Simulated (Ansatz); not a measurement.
Mg$_{4}$Te$_{3}$S in space group Pmm2 (No. 25; Pearson symbol oP8), PBEsol (plane waves, PAW; program Ansatz). The conduction-band minimum lies at Γ, with 1 equivalent valley. Second derivatives d²E/dk² of the lowest band at one valley (eV·Å²), along Cartesian directions:

| direction | d²E/dk² |
|---|---|
| [100] | 32.86 |
| [010] | 33.56 |
| [001] | 37.91 |
| [110] | 33.23 |
| [101] | 35.38 |
| [011] | 35.72 |

Find the principal effective masses, the density-of-states mass and the conductivity mass.

Off-diagonal terms follow from H_xy = H[110] − (H_xx + H_yy)/2, and m*/mₑ = 7.620 eV·Å² over each eigenvalue: 0.20, 0.23, 0.23. One valley's DOS mass (m₁m₂m₃)^(1/3) = 0.22, conductivity mass 3/(Σ 1/mᵢ) = 0.22 mₑ.

What effective density of states Nc follows at 300 K for parabolic valleys?

Nc = 2.509e19 × 1 × (0.22)^(3/2) ≈ 2.6e18 cm⁻³.

The workflow started from a Materials Project entry (that database holds measured and hypothetical structures alike); the Crystallography Open Database copy checked does not list it. Its standing as an ambient phase is unchecked. The cell was relaxed with PBEsol under the symmetry of its start; of distortions, only those at the zone centre were tested. Scalar-relativistic: spin–orbit coupling is off unless named, which matters more the heavier the elements.

Potentials: the later of the program's two PAW sets.

Edges and masses are those of Kohn–Sham bands, whose gap is no quasiparticle gap.
